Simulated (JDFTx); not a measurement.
Part of a log of JDFTx (a modified build) for imidazolium, C3H5N2 (SMILES c1c[nH+]c[nH]1), charge +1, multiplicity 1 (PBE, GBRV ultrasoft potentials, plane waves to 20/100 Ha):

```
unit cell volume = 7066.98
Chosen fftbox size, S = [  100  100  70  ]
unit cell volume = 7066.98
Chosen fftbox size, S = [  90  96  60  ]
  'C' pseudopotential, 'SLA  PW   PBE  PBE' functional
  4 valence electrons, 2 orbitals, 4 projectors, 721 radial grid points, with lMax = 1
  'N' pseudopotential, 'SLA  PW   PBE  PBE' functional
  5 valence electrons, 2 orbitals, 4 projectors, 729 radial grid points, with lMax = 1
  'H' pseudopotential, 'SLA  PW   PBX  PBC' functional
  1 valence electrons, 1 orbitals, 2 projectors, 615 radial grid points, with lMax = 0
Initialized 3 species with 10 total atoms.
Folded 1 k-points by 1x1x1 to 1 k-points.
nElectrons:  26.000000   nBands: 13   nStates: 1
average nbasis = 30179.000 , ideal nbasis = 30190.687
Correction to mu due to finite nuclear width = -0.00379079
   Cavity determined by nc: 0.0013 and sigma: 0.6
   Effective cavity tension: -5.1e-06 Eh/bohr^2 to account for cavitation and dispersion.
[...]
	Linear fluid (dielectric constant: 24.3, screening length: 3.19761 Bohr) occupying 0.924206 of unit cell:	Completed after 16 iterations
[... later lines of the fluid solver are left out ...]
ElecMinimize: Iter:   0  Etot: -39.924942204176901  |grad|_K:  1.028e-04  alpha:  1.000e+00
ElecMinimize: Iter:   1  Etot: -39.929484435735418  |grad|_K:  6.071e-05  alpha:  1.094e+00  linmin: -3.727e-03
ElecMinimize: Iter:   2  Etot: -39.931000633310958  |grad|_K:  2.947e-05  alpha:  1.046e+00  linmin: -7.046e-03
[... lines cut ...]
ElecMinimize: Iter:   8  Etot: -39.931452010007796  |grad|_K:  8.371e-07  alpha:  9.891e-01  linmin:  1.693e-05
ElecMinimize: Iter:   9  Etot: -39.931452284708641  |grad|_K:  4.899e-07  alpha:  9.992e-01  linmin: -1.833e-03
ElecMinimize: Iter:  10  Etot: -39.931452379665622  |grad|_K:  2.836e-07  alpha:  1.007e+00  linmin: -1.853e-03
ElecMinimize: Iter:  11  Etot: -39.931452411796187  |grad|_K:  1.563e-07  alpha:  1.017e+00  linmin: -5.486e-03
ElecMinimize: Converged (|Delta Etot|<1.000000e-07 for 2 iters).

# Energy components:
   A_diel =       -0.0642704094214993
   Eewald =       41.8899482353655159
       EH =       70.1678601809106937
     Eloc =     -168.4602067913564554
      Enl =        5.4523712188298949
      Exc =      -12.3895109621594735
 Exc_core =        0.2782649403548242
       KE =       23.1903003889650776
  MuShift =        0.0037907867152283
-------------------------------------
     Etot =      -39.9314524117961867


	eMin: -0.972459 at state 0 ( [ +0.000000 +0.000000 +0.000000 ] spin 0 )
	HOMO: -0.226612 at state 0 ( [ +0.000000 +0.000000 +0.000000 ] spin 0 )
```

Task: Which solvation model was used?
A) SCCS (cation parameters)
B) soft-sphere model
C) linear PCM (GLSSA13)
D) nonlinear PCM (GLSSA13)

Result: C, linear PCM (GLSSA13). The liquid was ethanol (dielectric constant 24.3), 1 M NaF.
